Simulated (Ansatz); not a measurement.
Property card for LiAl4O

Method: DFT PBE, scalar-relativistic, plane waves, PAW (Ansatz 0.2.0).

Settings: cutoff 420 eV, Γ-centred mesh 8×8×10 on the computed 6-atom cell, Gaussian smearing of 0.10 eV; no spin polarisation.

The structure is relaxed at this level of theory with its symmetry kept, and needn't be the ground state of this composition.

```cif
data_structure
_symmetry_space_group_name_H-M 'P 1'
_symmetry_Int_Tables_number 1
_cell_length_a 6.2243
_cell_length_b 6.2243
_cell_length_c 4.2327
_cell_angle_alpha 90.000
_cell_angle_beta 90.000
_cell_angle_gamma 131.198
_cell_volume 123.38
loop_
_atom_site_label
_atom_site_type_symbol
_atom_site_fract_x
_atom_site_fract_y
_atom_site_fract_z
_atom_site_occupancy
Li1 Li 0.00000 0.00000 0.50000 1
Al1 Al 0.34748 0.65252 0.00000 1
Al2 Al 0.65252 0.34748 0.00000 1
Al3 Al 0.00000 0.50000 0.50000 1
Al4 Al 0.50000 0.00000 0.50000 1
O1 O 0.50000 0.50000 0.00000 1
```

Task: Formation energy from the elements' standard states (uncorrected)?

Result: -0.450 eV/atom.

Task: Kohn–Sham band gap?

Result: none (metal).

Task: Density of states at the Fermi level?

Result: 1.8 states/eV per cell.

Task: Orbital (Löwdin) character within 0.5 eV of the Fermi level?

Result: Al 3p 61 %, Al 3s 24 %, unprojected 5 %.

Task: Bader charge by site (e)?

Result: Li (1 in the cell) 0.88, Al (2 in the cell) 0.87, Al (2 in the cell) -0.45, O (1 in the cell) -1.73.

Another cell of LiAl4O relaxed alike, in P3m1, lies 217 meV/atom lower, so this cell isn't the stable form at this level.

The cell was found from a structure generator's guess, not taken from experiment. Löwdin shares on free-atom orbitals overweight diffuse shells.
